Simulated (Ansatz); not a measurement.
Rb₂HgPdCl₆, a known structure type with other elements, at an estimated volume

```xyz
10
Lattice="0.0000 7.3490 0.0000 7.3490 0.0000 0.0000 3.6745 3.6745 -5.3763" Properties=species:S:1:pos:R:3 pbc="T T T"
Pd    0.0000    0.0000    0.0000
Hg    3.6745    3.6745    0.0000
Cl    3.6745    3.6745   -2.2796
Cl    7.3490    7.3490   -3.0968
Rb    3.6745    7.3490   -2.6882
Rb    7.3490    3.6745   -2.6882
Cl    1.6021    1.6021    0.0000
Cl    5.7469    1.6021    0.0000
Cl    5.7469    5.7469    0.0000
Cl    1.6021    5.7469    0.0000
```

Single point in Ansatz 0.2.0 with r2SCAN, with U_eff = 3.69 eV on Pd d (all-electron-ortho-atomic projectors), no spin polarisation. Cutoff 500 eV, PAW datasets, 5×5×5 Γ-centred k mesh, fermi-dirac filling (width 0.1 eV).

**Band edges.** Within 0.7 eV of the edges, the states project mainly on Cl p (72 %) and Pd d (24 %) below the gap and on Cl p (46 %) and Pd d (39 %) above it.
**Stress.** The pressure is 1.8 GPa (compression positive), so with the atoms held at these fractions the cell would first expand.
**Electronic structure.** The gap is 2.54 eV, indirect (the least direct gap found is 2.75 eV). A semilocal functional usually gives too small a gap.
**Forces.** The largest is on Cl7 (and as large on other atoms): 0.72 eV/Å, components (0.51, 0.51, 0.00). It makes 180° with the line to a nearest neighbour, Pd1 at 2.27 Å, pointing away from it.

Origin: a known structure type with other elements, at an estimated volume, so it need not be a known compound. Caveats: no spin-orbit coupling, which can shift this gap by tenths of an eV; a Hubbard term without moments, so a magnetic state may lie lower.
